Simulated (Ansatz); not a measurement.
## Convergence test, In₃Se

Theory: Ansatz 0.2.0, DFT PBE, scalar-relativistic, plane waves, PAW.

```cif
data_structure
_symmetry_space_group_name_H-M 'P 1'
_symmetry_Int_Tables_number 1
_cell_length_a 4.8038
_cell_length_b 4.8038
_cell_length_c 4.8038
_cell_angle_alpha 90.000
_cell_angle_beta 90.000
_cell_angle_gamma 90.000
_cell_volume 110.85
loop_
_atom_site_label
_atom_site_type_symbol
_atom_site_fract_x
_atom_site_fract_y
_atom_site_fract_z
_atom_site_occupancy
In1 In 0.00000 0.50000 0.50000 1
In2 In 0.50000 0.00000 0.50000 1
In3 In 0.50000 0.50000 0.00000 1
Se1 Se 0.00000 0.00000 0.00000 1
```

The Γ-centred k-mesh is 10×10×10 and the occupation rule is Gaussian smearing, 0.1 eV. The spin treatment is unpolarised. The valence charge of the PAW sets is In 13, Se 16.

The atoms are held and the plane-wave cutoff is swept. Energies are extrapolated to zero smearing and count from the reference run, 850 eV. The cell isn't necessarily relaxed at this level. Pressure is positive in compression and holds a correction for the finite cutoff (Pulay stress).

Times are rough; the reference took 23 s on 1 thread of Intel(R) Xeon(R) Platinum 8488C (Sapphire Rapids) (shared host), peak memory 0.79 GiB.

(1) Tried: 150, 200, 250, 300, 350, 380, 420, 460, 520, 600, 700, 850 eV. From which plane-wave cutoff on does the energy per atom stay within 100, 10 and 1 meV of the reference?

Answers

(1) 300 for 100 meV, 350 for 10 meV, 460 for 1 meV. The reference itself isn't shown to be converged.

| cutoff (eV) | ΔE (meV/atom) | P (GPa) | plane waves at Γ | wall time (s) |
| --- | --- | --- | --- | --- |
| 150 | 44578 | -25.71 | 461 | 2.7 |
| 200 | 6705 | -3.31 | 739 | 3.3 |
| 250 | 777 | -0.71 | 1021 | 4.1 |
| 300 | 55.8 | -0.25 | 1357 | 8.6 |
| 350 | 2.64 | -0.32 | 1647 | 8.5 |
| 380 | 1.71 | -0.32 | 1863 | 6.9 |
| 420 | 1.12 | -0.32 | 2109 | 15 |
| 460 | 0.44 | -0.32 | 2517 | 9.7 |
| 520 | 0.15 | -0.32 | 2945 | 14 |
| 600 | 0.08 | -0.32 | 3743 | 14 |
| 700 | 0.04 | -0.32 | 4697 | 23 |
| 850 | 0.00 | -0.32 | 6235 | 23 |